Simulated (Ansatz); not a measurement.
Pd:
```yaml
crystal:
  lattice:
    - [0.00000, 1.94470, 1.94470]
    - [1.94470, 0.00000, 1.94470]
    - [1.94470, 1.94470, 0.00000]
  atoms:
    - { symbol: Pd, position: [0.00000, 0.00000, 0.00000] }
```

Relaxed with PBE+D3(BJ) in the plane-wave PAW code Ansatz. Indices refer to the conventional cell of Fm-3m, a = b = c = 3.8894 Å, α = β = γ = 90.00°.

Task: Simulate the powder diffraction pattern (Cu Kα, λ = 1.54184 Å; lines above 1 %) up to 2θ = 90°.

Result: Simulated powder pattern, Cu Kα, λ = 1.54184 Å (kinematic, ideal powder, no thermal factors, no anomalous dispersion; the 30 strongest lines at most, above 1 %, up to 2θ = 90°):

| 2θ (°) | d (Å) | I/Imax (%) | hkl |
|---|---|---|---|
| 40.16 | 2.246 | 100 | (111) |
| 46.71 | 1.945 | 48 | (200) |
| 68.20 | 1.375 | 29 | (220) |
| 82.20 | 1.173 | 34 | (311) |
| 86.73 | 1.123 | 10 | (222) |

The cell was relaxed with PBE+D3(BJ) under the symmetry of its start. No spin polarisation was allowed. The pairwise dispersion correction was not fitted to metals.

Potentials: the earlier of the program's two PAW sets.
